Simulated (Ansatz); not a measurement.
**GaP with Cr replacing Ga: which input changes reach the field gradients?**

Cell: a supercell of GaP (zinc blende type, F-43m) built from a structure deposited in the COD, with all atoms left at the host's positions.

```cif
data_CrGa26P27
_symmetry_space_group_name_H-M 'F-43m'
_symmetry_Int_Tables_number 216
_cell_length_a 16.3515
_cell_length_b 16.3515
_cell_length_c 16.3515
_cell_angle_alpha 90.000
_cell_angle_beta 90.000
_cell_angle_gamma 90.000
loop_
_atom_site_label
_atom_site_type_symbol
_atom_site_symmetry_multiplicity
_atom_site_Wyckoff_symbol
_atom_site_fract_x
_atom_site_fract_y
_atom_site_fract_z
Cr Cr 4 a 0.0000 0.0000 0.0000
Ga2 Ga 48 h 0.1667 0.0000 0.1667
Ga5 Ga 16 e 0.3333 0.8333 0.1667
Ga9 Ga 16 e 0.6667 0.6667 0.3333
Ga15 Ga 24 f 0.5000 0.6667 0.5000
P28 P 16 e 0.0833 0.9167 0.0833
P29 P 24 g 0.2500 0.9167 0.2500
P33 P 48 h 0.5833 0.7500 0.4167
P41 P 16 e 0.4167 0.5833 0.4167
P54 P 4 c 0.7500 0.2500 0.7500
```

One atom of each set is listed; the run and its k-mesh use a cell of 54 atoms with edges of 11.56, 11.56, 11.56 Å.

Reference run. The numbers come from a DFT calculation in Ansatz (PBE, plane waves and PAW, scalar-relativistic, collinear spin, 420 eV cutoff, Γ-centred 2×2×2 k-points, Fermi–Dirac smearing 0.01 eV). Start moments as typed (μB): 3 on each Cr, none on the rest.

It gives V_zz (10²¹ V/m²) P28 -2.87 (η 0.00), Ga2 0.61 (η 0.29), among others. Each of these runs changes the input as listed (caps on SCF iterations aside):

A. scf.occupations.method: fermi_dirac → gaussian; scf.occupations.width: 0.01 → 0.15
B. kpoints.mp_grid.grid: [2, 2, 2] → [1, 1, 1]

Task: How does each run end, and how far do the gradients move?

Result: 

```json
{"run": "A", "P28 V_zz (η)": "-2.87 (0.00)", "Ga2 V_zz (η)": "0.61 (0.29)", "largest change of a gradient tensor, all atoms": "0.00", "note": "converged"}
{"run": "B", "P28 V_zz (η)": "-0.43 (0.10)", "Ga2 V_zz (η)": "1.22 (0.64)", "largest change of a gradient tensor, all atoms": "6.64", "note": "converged; a gap opens; mesh coarser than the reference's; absolute moment 3.8 → 1.7 μB"}
```

Run B moves them most, on Cr (V_zz from 0.00 to 6.64); against its own size the tensor moves most on P29 among sites above 0.3 (by 1.57, V_zz from 0.64 to 2.22).

On the reference run: The defect repeats with the cell of 54 atoms, so it feels its images: sites between two images don't show the values beside a lone defect, and zeros or small values of η there can come from the images' arrangement. The defect cell has no gap above 0.1 eV on its mesh, so the values can hang on the smearing and the k-mesh. The program didn't check the stability of this electronic state in full, so a lower one may lie near. The neighbours have not yet relaxed around the defect (largest force 0.40 eV/Å), so a real crystal will differ.
